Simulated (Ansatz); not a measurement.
## Cost of a DFT run on NbSi₁₁O₂₄

```yaml
crystal:
  lattice:
    - [-7.3737, 4.2572076799, 5.4091]
    - [7.3737, -4.2572076799, 5.4091]
    - [2.4579, 4.2572076799, -5.4091]
  atoms:
    - { symbol: Nb, position: [0.1670080963, 0.4480288594, 0.2790624977], spin: 1.0 }
    - { symbol: Si, position: [0.6739596103, 0.9425232349, 0.2784149505] }
    - { symbol: Si, position: [0.6606858944, 0.4306772259, 0.7581854292] }
    - { symbol: Si, position: [0.1586215449, 0.9220900918, 0.7595482655] }
    - { symbol: Si, position: [0.5775709665, 0.3206861748, 0.2506854822] }
    - { symbol: Si, position: [0.0995932797, 0.8184929665, 0.2611644073] }
    - { symbol: Si, position: [0.1107686468, 0.3318654115, 0.7596738638] }
    - { symbol: Si, position: [0.6314463106, 0.8699792335, 0.7986661608] }
    - { symbol: Si, position: [0.2267990805, 0.2125743621, 0.4452581078] }
    - { symbol: Si, position: [0.7247607867, 0.7267912425, 0.4586885401] }
    - { symbol: Si, position: [0.7308811628, 0.2484537551, 0.9824921848] }
    - { symbol: Si, position: [0.2372731779, 0.728301231, 0.967967887] }
    - { symbol: O, position: [0.630586107, 0.5009745536, 0.2598585581] }
    - { symbol: O, position: [0.1651992152, 0.0016736705, 0.2734711246] }
    - { symbol: O, position: [0.1651245985, 0.5130473016, 0.7667178951] }
    - { symbol: O, position: [0.7155929491, 0.0650270375, 0.8332292867] }
    - { symbol: O, position: [0.4662077262, 0.4011866251, 0.6451228196] }
    - { symbol: O, position: [0.9624440495, 0.8875459877, 0.6386386143] }
    - { symbol: O, position: [0.966968525, 0.4508821802, 0.2312506318] }
    - { symbol: O, position: [0.4782067359, 0.9106984297, 0.1724400767] }
    - { symbol: O, position: [0.6989963662, 0.4060076016, 0.5558565865] }
    - { symbol: O, position: [0.2031859878, 0.9007845571, 0.5631933455] }
    - { symbol: O, position: [0.2369223136, 0.4211000508, 0.0673663519] }
    - { symbol: O, position: [0.7192144141, 0.9255564951, 0.0838056612] }
    - { symbol: O, position: [0.1020332377, 0.2229638355, 0.2367343582] }
    - { symbol: O, position: [0.6265154158, 0.7660177542, 0.2760102215] }
    - { symbol: O, position: [0.6170275175, 0.2584511694, 0.7653819104] }
    - { symbol: O, position: [0.1258133499, 0.7591703451, 0.7826757699] }
    - { symbol: O, position: [0.6871533076, 0.758817706, 0.6635112412] }
    - { symbol: O, position: [0.173701921, 0.2289276261, 0.6312354545] }
    - { symbol: O, position: [0.1748451584, 0.725177651, 0.1433214197] }
    - { symbol: O, position: [0.6380748836, 0.2179046149, 0.1151410782] }
    - { symbol: O, position: [0.3911961593, 0.7247745487, 0.5956968631] }
    - { symbol: O, position: [0.870850409, 0.165346508, 0.580416501] }
    - { symbol: O, position: [0.8571422972, 0.6516135677, 0.0594542692] }
    - { symbol: O, position: [0.3387212156, 0.1469788122, 0.0596621844] }
magnetization:
  spin_polarized: true
kpoints:
  mp_grid: { grid: [3, 3, 4] }
scf:
  occupations: { method: fermi_dirac, width: 0.01 }
hamiltonian:
  xc: r2scan
  pseudopotentials: { kind: paw }
output:
  forces: true
  stress: true
  populations: true
  efg:
    quadrupole_moments_barn: { Nb: -0.32, O: -0.02558 }
    contact_densities: true
```

```sh
ansatz run input.yaml --threads 4 --pin off --max-ram 10240MiB --backend cpu --events-out ev --progress --plain --runs-dir out
```

It runs on 4 threads of Arm Neoverse V1 (aarch64; 8 cores open to the job, memory cap 10.0 GiB, no GPU), a shared host with a load of 0.6 a core.

Problem. Estimate the wall time and the peak memory.

Solution. About 7.1 min of wall time (28 min of CPU time) and 4.1 GiB. The run holds 201 valence electrons in 137 bands, about 11485 plane waves a k-point and 19 irreducible k-points, and took 14 SCF iterations. Times on a shared host vary by tens of per cent.
